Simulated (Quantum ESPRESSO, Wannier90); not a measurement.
BaAu2 (P6/mmm), plane waves to Wannier functions

Materials Project entry mp-30363; symmetrised, unrelaxed at this level. COD (Crystallography Open Database) has an entry of this formula and space group (matched by these alone). Level: PBEsol, no spin polarisation, no spin-orbit coupling; pw.x of Quantum ESPRESSO at 61 Ry with PseudoDojo potentials, 4×4×4 k-points, Wannier90. Density: 12×12×10 mesh, cold smearing 0.01 Ry. Spin-orbit coupling is left out although heavy elements are present.

```
begin unit_cell_cart
ang
    4.8604300635    0.0000000000    0.0000000000
   -2.4302150318    4.2092559083    0.0000000000
    0.0000000000    0.0000000000    4.2140600000
end unit_cell_cart
mp_grid = 4 4 4
```

Task: Which shells of neighbouring k-points and which b-vectors and weights does Wannier90 pick for this cell and mesh?

Result: 
```
 *---------------------------------- K-MESH ----------------------------------*
 +----------------------------------------------------------------------------+
 |                    Distance to Nearest-Neighbour Shells                    |
 |                    ------------------------------------                    |
 |          Shell             Distance (Ang^-1)          Multiplicity         |
 |          -----             -----------------          ------------         |
 |             1                   0.372751                      2            |
 |             2                   0.373177                      6            |
 |             3                   0.527451                     12            |
 |             4                   0.646361                      6            |
 |             5                   0.745503                      2            |
 |             6                   0.746141                     12            |
 |             7                   0.746353                      6            |
 |             8                   0.833688                     12            |
       ... (lines left out)
 +----------------------------------------------------------------------------+
 | The b-vectors are chosen automatically                                     |
 | The following shells are used:                       1,  2                 |
 +----------------------------------------------------------------------------+
 |                        Shell   # Nearest-Neighbours                        |
 |                        -----   --------------------                        |
 |                          1               2                                 |
 |                          2               6                                 |
 +----------------------------------------------------------------------------+
 | Completeness relation is fully satisfied [Eq. (B1), PRB 56, 12847 (1997)]  |
 +----------------------------------------------------------------------------+
 |                  b_k Vectors (Ang^-1) and Weights (Ang^2)                  |
 |                  ----------------------------------------                  |
 |            No.         b_k(x)      b_k(y)      b_k(z)        w_b           |
 |            ---        --------------------------------     --------        |
 |             1         0.000000    0.000000    0.372751     3.598584        |
 |             2         0.000000    0.000000   -0.372751     3.598584        |
 |             3         0.000000    0.373177    0.000000     2.393589        |
 |             4         0.323181    0.186588    0.000000     2.393589        |
 |             5         0.000000   -0.373177    0.000000     2.393589        |
 |             6         0.323181   -0.186588    0.000000     2.393589        |
 |             7        -0.323181   -0.186588    0.000000     2.393589        |
 |             8        -0.323181    0.186588    0.000000     2.393589        |
```
